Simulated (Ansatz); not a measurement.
Zincblende alloy of BeS and BeSe (10 of 32 S sites exchanged), 64 atoms

Level of theory: DFT, PBEsol, PAW, plane waves in Ansatz.

Command:

```sh
ansatz run in.yaml --threads 7 --pin off --max-ram 13300MiB --runs-dir r --events-out ev --progress --plain
```

The input less its lattice and atoms:

```yaml
crystal:
  symmetry: { detect: false }
kpoints:
  mp_grid: { grid: [1, 1, 1], shift: [0.25, 0.25, 0.25] }
hamiltonian:
  xc: pbesol
scf:
  occupations: { method: fermi_dirac, width: 0.01 }
relax:
  f_tol: 0.03
  max_steps: 80
  escape_saddle: false
  adjacent_minimum: "off"
  cell: { fix: [shape] }
output:
  forces: true
  eigenvalues: true
  populations: true
```

Start:

```
Be S Se
1.0
     9.85631    0.00000    0.00000
     0.00000    9.85631    0.00000
     0.00000    0.00000    9.85631
Be S Se
32 22 10
Direct
  0.99915 0.00294 0.00399
  0.99758 0.00089 0.49775
  0.00164 0.50038 0.00081
  0.00255 0.50076 0.49883
  0.49955 0.00001 0.00008
  0.50170 0.00000 0.50340
  0.50009 0.49841 0.00003
  0.50251 0.50001 0.50050
  0.25230 0.24944 0.00250
  0.25314 0.25141 0.50243
  0.24743 0.74886 0.00092
  0.24967 0.75193 0.49844
  0.75130 0.24860 0.00323
  0.74747 0.24666 0.49957
  0.74906 0.74831 0.00088
  0.75060 0.74713 0.50476
  0.24939 0.00148 0.25472
  0.24868 0.00408 0.75048
  0.24948 0.50046 0.24909
  0.25028 0.50002 0.75015
  0.74710 0.00197 0.24794
  0.75103 0.00201 0.74988
  0.74986 0.50125 0.25094
  0.74973 0.49844 0.75206
  0.00348 0.24860 0.24777
  0.99693 0.24780 0.75328
  0.00136 0.75086 0.24698
  0.00086 0.74904 0.75110
  0.49763 0.24905 0.25508
  0.49902 0.24746 0.74940
  0.50168 0.75302 0.25165
  0.50098 0.74501 0.75062
  0.13050 0.12299 0.12662
  0.12494 0.12520 0.62672
  0.12443 0.62222 0.12829
  0.61886 0.12632 0.62296
  0.62524 0.62912 0.12345
  0.37519 0.87536 0.12539
  0.37186 0.87566 0.62614
  0.87475 0.37425 0.12551
  0.87625 0.87605 0.12243
  0.87184 0.87476 0.62678
  0.37327 0.12644 0.37715
  0.37344 0.12443 0.87530
  0.37545 0.62679 0.37490
  0.87765 0.12131 0.37492
  0.87576 0.12145 0.87804
  0.87629 0.62534 0.37428
  0.87426 0.62692 0.87598
  0.12741 0.37574 0.37609
  0.12609 0.37705 0.87657
  0.12710 0.87564 0.37208
  0.12695 0.87221 0.87921
  0.62512 0.37458 0.87418
  0.12501 0.62450 0.62371
  0.62571 0.12502 0.12730
  0.62075 0.62561 0.62693
  0.37667 0.37646 0.12758
  0.37243 0.37475 0.62618
  0.87542 0.37855 0.62190
  0.37521 0.62644 0.87275
  0.62491 0.37625 0.37388
  0.62762 0.87478 0.38281
  0.62499 0.87253 0.87876
```

Steps:

| step | energy less the first (eV) | largest force component (eV/Å) | pressure (GPa) |
| --- | --- | --- | --- |
| start | 0.000 | 1.318 | 0.51 |
| 1 | -1.298 | 0.560 | -0.14 |
| 2 | -1.494 | 0.031 | -0.07 |
| 3 | -1.495 | 0.013 | -0.01 |

A structure on the way, about -1.30 eV from the start:

```
Be S Se
1.0
     9.86493    0.00000    0.00000
     0.00000    9.86493    0.00000
     0.00000    0.00000    9.86493
Be S Se
32 22 10
Direct
  0.99744 0.00058 0.00278
  0.00029 0.00139 0.49746
  0.00286 0.50066 0.00191
  0.00007 0.49922 0.49496
  0.49219 0.99786 0.00104
  0.50023 0.00369 0.50439
  0.50632 0.49830 0.00125
  0.49698 0.50376 0.49741
  0.24633 0.24408 0.99877
  0.24628 0.24632 0.49741
  0.24217 0.75580 0.00314
  0.25211 0.75636 0.49637
  0.75711 0.25104 0.00074
  0.74987 0.24193 0.50112
  0.75262 0.74773 0.00383
  0.75796 0.75244 0.50083
  0.24496 0.00176 0.25168
  0.24888 0.00104 0.75040
  0.24353 0.50368 0.25117
  0.24481 0.49634 0.75337
  0.75683 0.00129 0.24845
  0.75818 0.00234 0.74853
  0.75612 0.50223 0.24847
  0.75159 0.49869 0.75879
  0.00104 0.24959 0.24857
  0.00527 0.24369 0.75440
  0.00206 0.75216 0.24966
  0.99689 0.75316 0.75641
  0.49380 0.24580 0.25518
  0.50347 0.24448 0.75406
  0.49670 0.74805 0.24544
  0.49585 0.75079 0.74802
  0.12297 0.12379 0.12567
  0.12585 0.12110 0.62602
  0.12256 0.62672 0.12720
  0.62481 0.12345 0.62775
  0.62938 0.62597 0.12567
  0.37021 0.87611 0.12806
  0.37260 0.87968 0.62387
  0.87870 0.37541 0.12447
  0.87885 0.87394 0.12508
  0.87898 0.87745 0.62540
  0.37051 0.12230 0.37625
  0.37268 0.12315 0.87451
  0.37168 0.62817 0.37244
  0.87996 0.12374 0.37582
  0.87916 0.12426 0.87656
  0.87814 0.62711 0.37294
  0.87650 0.62551 0.88034
  0.12389 0.37431 0.37374
  0.12312 0.37368 0.87955
  0.12555 0.87716 0.37359
  0.12329 0.87764 0.87782
  0.62843 0.37211 0.87754
  0.12250 0.62849 0.62390
  0.62670 0.12415 0.12536
  0.62582 0.62752 0.62584
  0.37163 0.37557 0.12530
  0.37211 0.37023 0.62592
  0.87706 0.37267 0.62773
  0.37215 0.62634 0.87804
  0.62637 0.37532 0.37417
  0.62507 0.87575 0.37522
  0.62656 0.87594 0.87632
```

End:

```
Be S Se
1.0
     9.85735    0.00000    0.00000
     0.00000    9.85735    0.00000
     0.00000    0.00000    9.85735
Be S Se
32 22 10
Direct
  0.99978 0.99997 0.00132
  0.00215 0.99925 0.50067
  0.00146 0.49988 0.00196
  0.99943 0.49913 0.49057
  0.48959 0.99913 0.00113
  0.49518 0.00469 0.50537
  0.51018 0.49918 0.00172
  0.49446 0.50496 0.49540
  0.24415 0.24434 0.99696
  0.24268 0.24423 0.49613
  0.24271 0.75501 0.00631
  0.25333 0.75702 0.49551
  0.75685 0.25404 0.99676
  0.75031 0.23968 0.50075
  0.75529 0.74690 0.00620
  0.76134 0.75053 0.50037
  0.24762 0.99969 0.25062
  0.24804 0.99954 0.75026
  0.24353 0.50478 0.25374
  0.24329 0.49393 0.75634
  0.76077 0.99901 0.24968
  0.75561 0.00469 0.74675
  0.75598 0.50384 0.24538
  0.75127 0.49991 0.76030
  0.00015 0.24971 0.24901
  0.00575 0.24389 0.75477
  0.00162 0.75128 0.25035
  0.99542 0.75568 0.75636
  0.49382 0.24389 0.25573
  0.50520 0.24479 0.75615
  0.49577 0.74616 0.24451
  0.49409 0.75661 0.74501
  0.12348 0.12360 0.12590
  0.12499 0.12215 0.62602
  0.12249 0.62692 0.12735
  0.62562 0.12352 0.62756
  0.62840 0.62552 0.12598
  0.37040 0.87552 0.12731
  0.37187 0.87971 0.62449
  0.87858 0.37626 0.12467
  0.87986 0.87424 0.12600
  0.87853 0.87814 0.62620
  0.37024 0.12218 0.37732
  0.37200 0.12349 0.87503
  0.37195 0.62855 0.37273
  0.87978 0.12342 0.37573
  0.87856 0.12482 0.87626
  0.87858 0.62687 0.37162
  0.87724 0.62561 0.88038
  0.12350 0.37374 0.37282
  0.12228 0.37195 0.87910
  0.12503 0.87679 0.37453
  0.12344 0.87789 0.87767
  0.62876 0.37368 0.87779
  0.12354 0.62784 0.62480
  0.62677 0.12467 0.12468
  0.62690 0.62671 0.62591
  0.37225 0.37489 0.12587
  0.37341 0.37113 0.62602
  0.87701 0.37236 0.62706
  0.37345 0.62664 0.87878
  0.62672 0.37489 0.37445
  0.62559 0.87537 0.37559
  0.62658 0.87662 0.87630
```

The calculation finished and met its thresholds.

Time: 40 s of wall time on 7 threads of a Neoverse-V2 processor, on a host shared with other runs; peak host memory 1.8 GiB.

Q: How much energy did the relaxation gain, and which atom moved most?

A: 1.50 eV in 3 steps, from a start with small random displacements; atom 32 (Be) moved 0.14 Å, the median atom 0.06 Å (drift of the whole cell removed).
